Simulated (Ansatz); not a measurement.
# Zn$_{3}$Ag: do energies and stresses tell the same story?

Computed with DFT r2SCAN, scalar-relativistic, plane waves, PAW (Ansatz 0.2.0).

Cutoff 500 eV; k points 18×18×6 on the computed 4-atom cell (Γ-centred); Gaussian smearing, width 0.10 eV; no spin polarisation.

Relaxed cell: P-6m2, a = 2.835 Å, b = 2.835 Å, c = 8.607 Å, α = 90.00°, β = 90.00°, γ = 120.00°, 4 atoms in the primitive cell. Whether it is the stable form of this composition wasn't checked.

Energies at zero smearing and pressures from the stress tensor, at volumes with shape and atoms relaxed:
```json
{"V (Å³/atom)": "14.083", "E − E(first) (meV/atom)": "0.00", "P (GPa)": "7.08"}
{"V (Å³/atom)": "14.532", "E − E(first) (meV/atom)": "-14.24", "P (GPa)": "3.20"}
{"V (Å³/atom)": "14.982", "E − E(first) (meV/atom)": "-18.57", "P (GPa)": "0.00"}
{"V (Å³/atom)": "15.431", "E − E(first) (meV/atom)": "-14.71", "P (GPa)": "-2.64"}
{"V (Å³/atom)": "15.880", "E − E(first) (meV/atom)": "-4.13", "P (GPa)": "-4.80"}
```

Q: Check P = −dE/dV between neighbouring volumes, and get the bulk modulus from the pressures alone.

A: With 1 eV/Å³ = 160.2 GPa:
```json
{"middle V (Å³/atom)": "14.307", "−ΔE/ΔV (GPa)": "5.075", "mean P (GPa)": "5.142"}
{"middle V (Å³/atom)": "14.757", "−ΔE/ΔV (GPa)": "1.545", "mean P (GPa)": "1.601"}
{"middle V (Å³/atom)": "15.206", "−ΔE/ΔV (GPa)": "-1.375", "mean P (GPa)": "-1.322"}
{"middle V (Å³/atom)": "15.656", "−ΔE/ΔV (GPa)": "-3.775", "mean P (GPa)": "-3.721"}
```

The two differ by 0.07 GPa at most. The mean of two end pressures misses the average over a step by about ΔV² P″/12, up to 0.06 GPa here; with that taken off 0.02 GPa remains. Around V = 14.982 Å³/atom, the two neighbours give B = −V ΔP/ΔV = 14.982 × 5.85 / 0.899 = 97.4 GPa, against B0 = 96.9 GPa from the Birch–Murnaghan fit of the energies.